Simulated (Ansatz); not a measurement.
In PBE (plane waves, PAW; program Ansatz), MoRu in the L1₀ or tetragonal B2 structure (P4/mmm) relaxes to a = 2.775 Å, c = 3.843 Å. Ru has 12 nearest neighbours from 2.75 Å (cuboctahedral); Mo has 12 nearest neighbours from 2.75 Å (cuboctahedral). Against the elements it lies at 5.7 kJ/mol of atoms, with no fitted shifts.

Electronic character: metallic (no gap). Gap from PBE with spin–orbit coupling: none (metallic).

An equation-of-state fit gives a bulk modulus of 278 GPa.

The start of the workflow was typed in or built on a structure type; neither database checked (COD, Materials Project) lists it. Whether it is the stable phase at ambient conditions was not checked. The PBE relaxation kept the symmetry of its start; whether a distortion lowers the energy is not shown. No spin polarisation was allowed. Axis ratios of metals converge slowly with the k-mesh, so a and c are less sure than the volume. The references are the lowest solids computed at this level, not always the standard phases. Scalar-relativistic: spin–orbit coupling is off unless named, which matters more the heavier the elements.

Potentials: the earlier of the program's two PAW sets.
